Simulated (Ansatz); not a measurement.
IrO2:
```
CELL_PARAMETERS angstrom
      4.52828     0.00000     0.00000
      0.00000     4.52828     0.00000
      0.00000     0.00000     3.18076
ATOMIC_POSITIONS crystal
  Ir 0.00000 0.00000 0.00000
  Ir 0.50000 0.50000 0.50000
  O  0.30856 0.30856 0.00000
  O  0.19144 0.80856 0.50000
  O  0.69144 0.69144 0.00000
  O  0.80856 0.19144 0.50000
```

Relaxed with PBE. Special points in fractions of this cell's reciprocal vectors: Γ (0.000, 0.000, 0.000); X (0.000, 0.500, 0.000); M (0.500, 0.500, 0.000); Z (0.000, 0.000, 0.500); R (0.000, 0.500, 0.500); A (0.500, 0.500, 0.500).

**Question.** List the band energies nearest the Fermi level at these points for plane-wave PAW PBE with spin–orbit coupling (Ansatz code).

**Answer.** In eV from the Fermi level; about four levels below and three above (degenerate sets whole), none deeper than 8.9 eV; points with the same levels are listed once.

| k | below | above |
|---|---|---|
| Γ | -2.24 -2.24 -1.85 -1.85 | 0.78 0.78 1.21 1.21 |
| X | -0.26 -0.26 -0.26 -0.26 | 3.39 3.39 3.39 3.39 |
| M | -2.17 -2.17 -2.17 -2.17 | 0.17 0.17 0.17 0.17 |
| Z | -0.82 -0.82 -0.82 -0.82 | 0.25 0.25 0.25 0.25 |
| R | -2.01 -2.01 -1.68 -1.68 | 0.29 0.29 0.63 0.63 |
| A | -0.44 -0.44 -0.44 -0.44 | 2.22 2.22 2.22 2.22 |

Space group P4_2/mnm (rutile). Symmetry was held in the PBE relaxation; of distortions, only those at the zone centre were tested. The run is not spin-polarised.

Potentials: the later of the program's two PAW sets.
